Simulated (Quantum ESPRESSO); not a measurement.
## NbHf2O5F3 (convergence and cost over cutoff and k mesh)

Computed values, not a measurement. The program is pw.x of Quantum ESPRESSO 7.5 (plane-wave density functional theory). The cell is made up: 11 atoms on a rutile lattice with one site empty, with randomly drawn elements, strain and displacements, not relaxed. PseudoDojo standard norm-conserving files (v0.5 for PBE, v0.4.1 for LDA and PBEsol) set the functional; there is no spin polarisation, spin-orbit coupling or dispersion term, and the masses in the input are unused placeholders.

The hafnium pseudopotential is less sure than the others, with forces about 3 percent (worst 6) and pressure in oxides about 1.5 GPa (worst 2.7) from a second method in checks, which no rerun with the same files tests.

Input of the run in row 4:

```
&control calculation='scf', pseudo_dir='./dojo.nc.sr.pbe.v0_5.standard.upf', outdir='./o', disk_io='medium', tprnfor=.true., tstress=.true. /
&system ibrav=0, nat=11, ntyp=4, nbnd=50, ecutwfc=84.00895049, nosym=.true., tot_charge=0,
 occupations='smearing', smearing='fd', degauss=0.0018374661
/
&electrons conv_thr=7.350e-09, electron_maxstep=60, /
ATOMIC_SPECIES
F 1.0 F.upf
Hf 1.0 Hf.upf
Nb 1.0 Nb.upf
O 1.0 O.upf
CELL_PARAMETERS angstrom
4.7866 0.0 0.0
0.0 4.7866 0.0
0.0 0.0 6.3297
ATOMIC_POSITIONS angstrom
Nb 0.0172 0.0394 0.0012
Hf 2.3668 2.4623 1.5891
Hf 0.0096 -0.006 3.1237
O 1.5258 1.4634 0.0135
O 3.2696 3.3591 -0.0422
O 3.8511 1.008 1.5658
F 0.9549 3.9468 1.5332
F 1.4461 1.3407 3.2193
F 3.3388 3.3015 3.139
O 3.8466 0.9073 4.7693
O 0.9199 3.849 4.7576
K_POINTS automatic
5 5 4 1 1 1
```

The same cell was run at these settings. Meshes are shifted by half a step, and differences are from the last row, which is itself not exact.

```
cutoff (eV)     k mesh  k points solved  threshold (eV)  free energy less the last row's (eV)  pressure (GPa)  largest stress difference (GPa)  largest force difference (eV/Å)  iterations  wall time (s)  k-point pools              processor
        800  2 x 2 x 2                4           1e-04                                 1.595          -13.99                            12.96                            0.043          14             84              1  AMD EPYC, Zen 5 class
       1143  2 x 2 x 2                4           1e-07                                 0.003           -1.27                             0.22                            0.040          16            152              1  AMD EPYC, Zen 5 class
        597  5 x 5 x 4               50           1e-07                                16.733          -72.77                            71.66                            0.163          17            454              1  AMD EPYC, Zen 5 class
       1143  5 x 5 x 4               50           1e-07                                 0.004           -1.27                             0.03                            0.002          17           1229              1  AMD EPYC, Zen 5 class
       1467  7 x 7 x 6              147           1e-07                                 0.000           -1.24                             0.00                            0.000          17            468              4  AMD EPYC, Zen 5 class
```

Each pool is one process. Wall times include start-up and a band step at six k points, which weighs most on the coarsest meshes. The runs were on shared virtual cores whose load varied, so times are rough.